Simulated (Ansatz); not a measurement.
HgSe (zinc blende) was relaxed and computed twice in Ansatz (plane waves, PAW), once with LDA and once with PBEsol.

```json
[
 {"": "cell", "run 1": "a = 6.0630 Å, b = 6.0630 Å, c = 6.0630 Å, α = 90.00°, β = 90.00°, γ = 90.00°", "run 2": "a = b = c = 6.133 Å, α = β = γ = 90.00°"},
 {"": "ΔH_f (eV/atom)", "run 1": "-0.18", "run 2": "-0.21"},
 {"": "B₀ by P(V) fit (GPa)", "run 1": "57.9", "run 2": "51.5"},
 {"": "K_Hill (GPa)", "run 1": "57.9", "run 2": "51.6"},
 {"": "G_Hill (GPa)", "run 1": "15.0", "run 2": "14.4"},
 {"": "Θ_D (K)", "run 1": "149", "run 2": "147"}
]
```

Task: Which run used which functional?

Result: Run 1 is LDA, run 2 is PBEsol.

All cells were relaxed under the symmetry of their starts (and spin orders); stability against distortions was not tested throughout. Spin–orbit coupling is left out wherever it is not named.

Potentials: the later of the program's two PAW sets.

Ansatz (a quantum-chemistry and plane-wave program) is a plane-wave DFT program.

Formation energies count from the lowest solids of the elements computed at the same level, not from gases.
